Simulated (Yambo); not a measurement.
Cs$_{2}$NaInH$_{6}$ (space group Fm-3m, No. 225), G0W0@LDA (Yambo, plasmon pole, terminator in G, 2×2×2 mesh): gap X → Γ in eV by bands and screening block.

```
bands (W and G)  2 Ry  3 Ry  5 Ry  6 Ry  8 Ry
---------------  ----  ----  ----  ----  ----
65               2.28  2.30   ___  2.35  2.37
109              2.18  2.23  2.30   ___  2.35
165              2.14   ___  2.28  2.30  2.35
237              2.12  2.16  2.26  2.29  2.35
310              2.11  2.15  2.25  2.28  2.36
```

Task: Estimate the withheld gaps from their neighbours; the computed values follow.

Result: 
- 65, 5 Ry: 2.34
- 109, 6 Ry: 2.32
- 165, 3 Ry: 2.19

The largest settings aren't shown to be the converged limit.

The standard potential for In keeps a d shell in the valence without the s and p states of that shell. In tests on such compounds this moved G0W0 gaps by up to about 0.9 eV, so absolute quasiparticle energies here are unreliable; differences between settings are what counts.

Spin-orbit coupling is not included.

Geometry of the Materials Project entry, not relaxed at this level; primitive cell a = 6.2617 Å, b = 6.2617 Å, c = 6.2617 Å, α = 60.00°, β = 60.00°, γ = 60.00°.

The structure is a Materials Project entry; no match was found in the copy of COD used, and its stability was not checked.
